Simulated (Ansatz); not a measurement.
YbSi2 in space group I4_1/amd (No. 141; Yb on 4b, Si on 8e) under volume change, DFT-r²SCAN in the program Ansatz with PAW potentials, shape and atoms relaxed at each volume.

```tsv
V (Å³/atom)	E − E(relaxed) (meV/atom)	P (GPa)
17.095	35.2	7.67
17.658	14.2	4.38
18.222	3.3	1.94
18.785	0.0	0.01
19.349	3.0	-1.68
19.913	11.8	-3.29
20.476	25.9	-4.74
```

Problem. What does a third-order Birch–Murnaghan fit give for V₀, B₀ and B′?

Solution. V₀ = 18.77 Å³/atom, B₀ = 64.9 GPa, B′ = 4.7.

The first step of the workflow began from a Materials Project structure, measured or hypothetical; the Crystallography Open Database copy checked does not list it. COD files the formula under space group No. 191. Whether it is the stable phase at ambient conditions was not checked. The r²SCAN relaxation kept the symmetry of its start; its stability against distortions is not shown here. The run is not spin-polarised. The 4f shell is in the valence. No Hubbard U is applied. Spin–orbit coupling is left out wherever it is not named.

Potentials: the later of the program's two PAW sets.
